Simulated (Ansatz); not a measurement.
TlBr:
```yaml
crystal:
  lattice:
    - [3.83930, 0.00000, 0.00000]
    - [0.00000, 3.83930, 0.00000]
    - [0.00000, 0.00000, 3.83930]
  atoms:
    - { symbol: Tl, position: [0.00000, 0.00000, 0.00000] }
    - { symbol: Br, position: [0.50000, 0.50000, 0.50000] }
```

Relaxed with LDA. Special points in fractions of this cell's reciprocal vectors: Γ (0.000, 0.000, 0.000); X (0.000, 0.500, 0.000); M (0.500, 0.500, 0.000); R (0.500, 0.500, 0.500).

**Question.** List the band energies nearest the valence-band maximum at these points for the program Ansatz at the LDA with spin–orbit coupling level (PAW).

**Answer.** In eV from the valence-band maximum; about four levels below and three above (degenerate sets whole), none deeper than 8.9 eV; points with the same levels are listed once.

```csv
k,below,above
Γ,-1.67 -1.67 -1.67 -1.67,5.79 5.79 6.54 6.54 6.54 6.54
X,-1.01 -1.01 0.00 0.00,1.16 1.16 4.93 4.93
M,-3.82 -3.82 -1.12 -1.12,4.15 4.15 5.07 5.07
R,-2.40 -2.40 -2.40 -2.40,0.57 0.57 1.80 1.80 1.80 1.80
```

Space group Pm-3m (CsCl type). The cell was relaxed with LDA under the symmetry of its start.

Potentials: the later of the program's two PAW sets.
